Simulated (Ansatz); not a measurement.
Relaxed-ion elastic tensor of LiCl (rock salt, space group No. 225) in GPa (Voigt order), the program Ansatz at the PBE level (PAW); density 2.06 g/cm³, 17.07 Å³ per atom.

|  | 1 | 2 | 3 | 4 | 5 | 6 |
|---|---|---|---|---|---|---|
| 1 | 51.7 | 21.9 | 21.9 | 0.0 | 0.0 | 0.0 |
| 2 | 21.9 | 51.7 | 21.9 | 0.0 | 0.0 | 0.0 |
| 3 | 21.9 | 21.9 | 51.7 | 0.0 | 0.0 | 0.0 |
| 4 | 0.0 | 0.0 | 0.0 | 24.9 | 0.0 | 0.0 |
| 5 | 0.0 | 0.0 | 0.0 | 0.0 | 24.9 | 0.0 |
| 6 | 0.0 | 0.0 | 0.0 | 0.0 | 0.0 | 24.9 |

Is the crystal mechanically stable?

Yes: the smallest eigenvalue of C is 24.9 GPa.

Work out the Voigt, Reuss and Hill averages.

K_V = 31.8, K_R = 31.8, K_H = 31.8; G_V = 20.9, G_R = 19.6, G_H = 20.3 GPa.

Give Young's modulus, Poisson's ratio, Pugh's ratio and the universal anisotropy index.

E = 9KG/(3K + G) = 50.2 GPa; ν = 0.24; K/G = 1.57 (brittle by the Pugh limit of 1.75); A_U = 5G_V/G_R + K_V/K_R − 6 = 0.33.

Estimate the sound speeds and the Debye temperature.

v_l = √((K + 4G/3)/ρ) = 5340 m/s, v_t = √(G/ρ) = 3140 m/s, mean 3480 m/s; Θ = (h/k)(3n/4πV)^(1/3) v_m = 402 K.

Give the Zener ratio and Young's modulus along [100], [110] and [111].

A = 2C44/(C11 − C12) = 1.67; 1/E = S11 − 2(S11 − S12 − S44/2)Γ with Γ = 0, 1/4, 1/3 gives 38.7, 52.3, 59.3 GPa.

Solve the Christoffel equation for the three sound speeds along [100], [110], [111].

Eigenvalues of C_ijkl n_j n_l equal ρv². In km/s, slowest first: [100] 3.48, 3.48, 5.01; [110] 2.69, 3.48, 5.47; [111] 2.97, 2.97, 5.62.

Space group Fm-3m (rock salt). Symmetry was held in the PBE relaxation; phonons on a q-mesh show no instability.

Potentials: the later of the program's two PAW sets.
